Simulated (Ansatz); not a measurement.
CaB6 (space group Pm-3m): values from a third-order Birch-Murnaghan fit to a volume scan beside measured ones. Computed values: PBE (plane waves to 420 eV, PAW, scalar-relativistic; Ansatz, a quantum-chemistry and plane-wave program). CaB6 was relaxed with its symmetry unable to fall.

| quantity | reference | kind |
|---|---|---|
| Lattice constant a (Å) | 4.1514 | measured, room temperature or unstated |

References as given in: David J. Singh, Physical Review B (2010), arXiv:1009.1807. Values not taken to low temperature hold thermal and zero-point shifts that a static calculation lacks, so small differences there are no errors of the method.

What does PBE give, and how far is that from the reference?


```tsv
quantity	PBE	difference
Lattice constant a (Å)	4.148	-0.1 %
```



(Under strain, the slope of the energy per volume gives the stress and its curvature an elastic modulus.)
